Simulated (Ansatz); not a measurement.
Ansatz input

```yaml
crystal:
  lattice:
    - [4.9307965103, 0.0, 0.0]
    - [-2.4653982552, 4.2701950388, 0.0]
    - [0.0, 0.0, 2.7369989377]
  atoms:
    - { symbol: W, position: [1.0, 0.0, 0.0] }
    - { symbol: W, position: [0.3333333333, 0.6666666667, 0.5] }
    - { symbol: W, position: [0.6666666667, 0.3333333333, 0.5] }
hamiltonian:
  xc: blyp
  pseudopotentials:
    kind: paw
    azcp:
      W: "pseudopotentials/W.paw.azcp"
basis:
  ecutwfc: 420
  fft_grid_basis: typed
kpoints:
  mp_grid: { grid: [9, 9, 13], shift: [0, 0, 0] }
magnetization:
  spin_polarized: false
scf:
  occupations: { method: fermi_dirac, width: 0.1 }
  lower_state_search: "off"
output:
  stress: true
  write_density: true
  write_potential: true
  elf: true
  volumetric_format: npy
```

Terminal output

```
Engine: ansatz 0.2.0, x86_64-unknown-linux-gnu
Pseudopotentials: kind: paw
Pseudopotential: W, paw, valence charge 14, recommended cutoff 420 eV (normal) 
Functional definition: BLYP
  parameter beta = 0.0042
  parameter a = 0.04918
  parameter b = 0.132
  parameter c = 0.2533
  parameter d = 0.349
  exchange = b88_x(beta = beta)
  correlation = lyp_c(a = a, b = b, c = c, d = d)
Crystal: 3 atoms, lattice volume = 57.629 Å³
Basis set: ecut = 420 eV, 1119 PW (Γ), exchange–correlation on 72×72×40 points (8 copies of the dense FFT grid, shifted against one another)
Bands: 26, of which v1, the nominal top of the filled ones, is band 21 counted from 1 (20 counted from 0)
Symmetry: 24 space group operations
Space group: P6/mmm (ITA 191), of the structure as read, at distance tolerance 3.9e-5 Å
k-points: 84 of 1053
Non-local potential: W, projectors of the file, l = 0: 3, l = 1: 2, l = 2: 2, l = 3: 1
PAW form: soft (Blöchl's): semilocal exchange-correlation on the pseudo side does not see the compensation charge
PAW frozen core: W, regenerated for the run's functional, and the local potential with it (the file was generated under x = pbe(κ = 0.804, μ = 0.2195149727645171), c = pbe(β = 0.06672455060314922))
PAW one-centre angular grid: W, 590 points (default); XC on 64 Gauss nodes
Initial density: superposition of atomic densities (neutral atoms: chi_scale 0, normalization atom), corrected by the library's trained network
Initial wavefunctions: pseudopotential atomic-orbital guess
Functional: x = b88, c = lyp
SCF iter   1: F=—  HF=-31224.927721 eV  |F-HF|=—  |Δ(HF+E_count)|=         —  Δρ=1.30e-2  dr2=1.08e-1  ethr=1.77e-3  ⟨swp⟩=4.8  Hψ=8720  notcnv=0
SCF iter   2: F=—  HF=-31224.908230 eV  |F-HF|=—  |Δ(HF+E_count)|=   1.95e-2  Δρ=7.67e-3  dr2=3.69e-2  ethr=2.57e-4  ⟨swp⟩=1.0  Hψ=2856  notcnv=0
SCF iter   3: F=—  HF=-31224.900079 eV  |F-HF|=—  |Δ(HF+E_count)|=   8.15e-3  Δρ=1.09e-3  dr2=4.93e-4  ethr=8.79e-5  ⟨swp⟩=2.0  Hψ=2966  notcnv=0
SCF iter   4: F=—  HF=-31224.900219 eV  |F-HF|=—  |Δ(HF+E_count)|=   1.40e-4  Δρ=2.05e-4  dr2=1.66e-5  ethr=1.17e-6  ⟨swp⟩=2.3  Hψ=3314  notcnv=0
SCF iter   5: F=—  HF=-31224.900233 eV  |F-HF|=—  |Δ(HF+E_count)|=   1.38e-5  Δρ=5.43e-5  dr2=1.34e-6  ethr=3.95e-8  ⟨swp⟩=2.4  Hψ=3676  notcnv=0
SCF iter   6: F=-31224.900234 eV  HF=-31224.900234 eV  |F-HF|=1.55e-8  |Δ(HF+E_count)|=   1.08e-6  Δρ=1.12e-5  dr2=7.07e-8  ethr=2.38e-10  ⟨swp⟩=7.0  Hψ=14180  notcnv=0
SCF 1 converged in 6 iterations: F = -31224.900234 eV  dr2 = 7.07e-8
SCF converged after 6 iterations
Free energy (F): -31224.900234 eV
Harris-Foulkes:  -31224.900234 eV  (|F-HF|=1.55e-8)
Internal energy: -31224.766922 eV  (E = F + TS)
E sigma→0 (E₀):  -31224.833578 eV
Entropy (-TS):   -0.133311 eV (-44.437 meV/atom)
Fermi energy:    18.384275 eV
--- Per-component energies (eV) ---
  E_band       = -404.458308
  E_kinetic    = 1332.307150
  E_local      = -2230.751667  (includes V_loc(G=0)·N_el)
  E_nonlocal   = 2.818534
  E_hartree    = 777.658062
  E_xc         = -781.583134
  E_vxc        = -691.477780  (∫ρ·V_xc dr)
  E_paw        = -25770.952183  (= ΣΔE_a)
  E_vpaw       = -372.675554  (= ΣTr[D̂ρ^β])
  E_aug_tail   = -0.000160  (compensation charges beyond the density's cutoff)
  E_ewald      = -4554.833544
  E_core_change = 0.570020  (= ΣΔE_core)
  E_smearing   = -0.133311  (= −TS)
  E_closure    = 0.000000  (closes the sum)
  Σ components = -31224.900234   (vs F -31224.900234, Δ=0.00e0)
--- Stress (GPa, compression-positive) ---
      -20.565510       0.000000       0.000000
       -0.000000     -20.565510       0.000000
        0.000000       0.000000     -24.849186
  P = ⅓ Tr σ = -21.9934 GPa (-219.934 kbar)
--- Band table (eV; the first three rows and the last of 84) ---
  k-point 0: bands = ["-55.7987", "-55.5616", "-55.5090", "-20.0369", "-20.0369", "-19.9515", "-19.9515", "-19.5284", "-19.4913", "-19.4913", "-19.3434", "-19.2834", "10.2167", "14.1018", "15.3364", "16.3211", "16.3211", "16.3863", "16.3863", "16.4370", "18.1457", "18.1457", "20.1639", "20.1639", "20.2544", "20.2544"]
  k-point 1: bands = ["-55.7953", "-55.5583", "-55.5057", "-20.0290", "-20.0290", "-19.9456", "-19.9456", "-19.5792", "-19.4890", "-19.4890", "-19.3974", "-19.3341", "10.3958", "14.3557", "15.6529", "16.2331", "16.2331", "16.3192", "16.3192", "16.6604", "18.1513", "18.1513", "19.9886", "19.9886", "20.2019", "20.2019"]
  k-point 2: bands = ["-55.7859", "-55.5491", "-55.4965", "-20.0072", "-20.0072", "-19.9292", "-19.9292", "-19.7180", "-19.5449", "-19.4828", "-19.4828", "-19.4728", "10.9043", "15.0548", "15.9611", "15.9611", "16.1183", "16.1183", "16.5802", "17.3357", "18.1771", "18.1771", "19.5290", "19.5290", "20.1462", "20.1462"]
  k-point 83: bands = ["-55.7399", "-55.4780", "-55.4780", "-20.3903", "-20.1977", "-20.1977", "-19.8672", "-19.8672", "-19.8587", "-19.6541", "-19.6541", "-19.4102", "13.7974", "14.9737", "14.9737", "15.8621", "15.8621", "16.3186", "17.3865", "17.3865", "18.3576", "18.3576", "18.7432", "20.8877", "21.2134", "22.0860"]
```

Command:

```sh
ansatz run input.yaml --threads 2 --pin off --max-ram 5120MiB --backend cpu --events-out ev --progress --plain --runs-dir out
```

On 2 threads of AMD EPYC 7R43 64-Core Processor (Zen 3) (shared host) this took about 8.9 s of wall time and 16 s of CPU time.
